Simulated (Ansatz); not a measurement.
Relaxation of a relaxed Co cell, doubled along one cell vector, shaken by Gaussian noise of σ = 0.08 Å a coordinate; 8 atoms in the cell, which starts as P1 (No. 1), aP8; a = 2.457 Å, b = 4.255 Å, c = 7.961 Å, α = 90.00°, β = 90.00°, γ = 90.00°. Calculation: PBEsol (plane waves to 420 eV, PAW, scalar-relativistic; Ansatz, a quantum-chemistry and plane-wave program). Γ-centred k-mesh 15×8×4 on the run's cell (coarser than for final values), Fermi–Dirac smearing 0.05 eV. This is the first round of the run. Spin-polarised start, with parallel moments on Co.

The optimiser's lines from the output (shortened; P is positive under compression):

```
relax step   1: F+E_penalty+E_count = -40743.33679502 eV  Δ(F+E_penalty+E_count) = +0.000e0 eV  max|allowed force component| = 2.356e0 eV/Å  Δτ_max = 0.0000 Å  P = +4.081 GPa  Ω = 83.217 Å³  (18 SCF iters, dr2 threshold 1.00e-7 eV, accepted)
relax step   2: F+E_penalty+E_count = -40743.64006408 eV  Δ(F+E_penalty+E_count) = -3.033e-1 eV  max|allowed force component| = 1.514e0 eV/Å  Δτ_max = 0.0562 Å  P = +2.423 GPa  Ω = 83.066 Å³  (13 SCF iters, dr2 threshold 8.00e-7 eV, accepted)
relax step   3: F+E_penalty+E_count = -40743.91497702 eV  Δ(F+E_penalty+E_count) = -2.749e-1 eV  max|allowed force component| = 1.483e-2 eV/Å  Δτ_max = 0.1478 Å  P = +0.445 GPa  Ω = 83.058 Å³  (14 SCF iters, dr2 threshold 8.00e-7 eV, accepted)
relax step   4: F+E_penalty+E_count = -40743.91533783 eV  Δ(F+E_penalty+E_count) = -3.608e-4 eV  max|allowed force component| = 1.247e-3 eV/Å  Δτ_max = 0.0028 Å  P = -0.126 GPa  Ω = 83.246 Å³  (8 SCF iters, dr2 threshold 8.00e-7 eV, accepted)
relax step   5: F+E_penalty+E_count = -40743.91542748 eV  Δ(F+E_penalty+E_count) = -8.966e-5 eV  max|allowed force component| = 4.055e-4 eV/Å  Δτ_max = 0.0009 Å  P = +0.001 GPa  Ω = 83.204 Å³  (7 SCF iters, dr2 threshold 8.70e-8 eV, accepted)
relax step   6: F+E_penalty+E_count = -40743.91540871 eV  Δ(F+E_penalty+E_count) = +1.878e-5 eV  max|allowed force component| = 4.062e-4 eV/Å  Δτ_max = 0.0000 Å  P = -0.002 GPa  Ω = 83.204 Å³  stress off target by 5.77e-3 GPa  SCF on the basis re-selected at this cell (its energy is not comparable with the rows above)  (9 SCF iters)
```

From the first to the last row the energy changes by -0.07 eV/atom and the volume by 0.0 %. The last row is marked as not comparable with the walk above it, whose basis was carried along; it does compare with step 1, since both stand on a basis selected at the nominal cutoff for their own cell.

Later rounds, restarted from the end of this one on a renewed k-mesh, logged 4 more steps and released under 0.01 eV/atom more. The final structure after all rounds: P6₃/mmc (No. 194), hP4, AFLOW prototype A_hP4_194_ac (A3', as in La); a = b = 2.457 Å, c = 7.961 Å, α = β = 90.00°, γ = 120.00°. Spin state reached: ferromagnetic (net 1.60 μB/atom), from parallel starting moments; other spin orders were not run from this start.

The relaxed structure here is a generated cell of Co: the first start was made by placing the elements on the sites of a structure type, and the end was not matched to a known phase here, so it may be hypothetical. A known form of Co has the same space group; whether the sites agree was not checked.
